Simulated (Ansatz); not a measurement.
Input file of a DFT run on Al with Ansatz:

```yaml
crystal:
  lattice:
    - [0.0, 2.0073169175, 2.0073169175]
    - [2.0073169175, 0.0, 2.0073169175]
    - [2.0073169175, 2.0073169175, 0.0]
  atoms:
    - { symbol: Al, position: [0.0, 0.0, 0.0] }
basis:
  ecutwfc: 500
  ecutrho_ratio: 4
kpoints:
  mp_grid: { grid: [18, 18, 18] }
hamiltonian:
  xc: r2scan
scf:
  occupations: { method: gaussian, width: 0.05 }
output:
  forces: true
  stress: true
  eigenvalues: true
```

Question: What will the run give?

Answer: Pressure -1.5 GPa, gap on the mesh zero (metallic) (r²SCAN, scalar-relativistic).

What the program printed, in part:

```
Pseudopotentials: kind: paw
Pseudopotential: Al, paw, valence charge 3, recommended cutoff 500 eV (meta_gga), Al.paw.azcp
Crystal: 1 atoms, lattice volume = 16.176 Å³
Basis set: ecut = 500 eV, 411 PW (Γ), exchange–correlation on 96×96×96 points (64 copies of the dense FFT grid, shifted against one another)
Bands: 6, of which v1, the nominal top of the filled ones, is band 2 counted from 1 (1 counted from 0)
Symmetry: 48 space group operations
Space group: Fm-3m (ITA 225), of the structure as read, at distance tolerance 2.5e-5 Å
k-points: 195 of 5832
Initial density: superposition of atomic densities (neutral atoms: chi_scale 0, normalization atom), corrected by the library's trained network
Initial wavefunctions: pseudopotential atomic-orbital guess
Functional: x = r2scan, c = r2scan; τ floored in thin density (d = 2e-4 eV/Å³)
```

SCF trace (energy estimate counted from the last row):
```tsv
iteration	ΔE (eV)	density residual (eV)
1	0.008	2.09e-3
2	-7.5e-05	9.75e-4
3	-1.2e-05	2.27e-4
4	0.000	2.45e-5
5	0.000	9.12e-7
6	0.000	1.48e-8
```

```
SCF 1 converged in 6 iterations: F = -540.406966 eV  dr2 = 1.48e-8
SCF converged after 6 iterations
Free energy (F): -540.406966 eV
E sigma→0 (E₀):  -540.406520 eV
Entropy (-TS):   -0.000893 eV (-0.893 meV/atom)
Fermi energy:    8.173527 eV
--- Forces (eV/Å), atoms counted from 1 ---
  atom   1  Al     0.00000000     0.00000000     0.00000000
--- Stress (GPa, compression-positive) ---
       -1.527596       0.000000       0.000000
        0.000000      -1.527596       0.000000
        0.000000       0.000000      -1.527596
  P = ⅓ Tr σ = -1.5276 GPa (-15.276 kbar)
```

It took about 1.7 core-seconds on a shared host.

Total energies depend on the potentials used, so only differences within one code and one set of settings carry meaning.
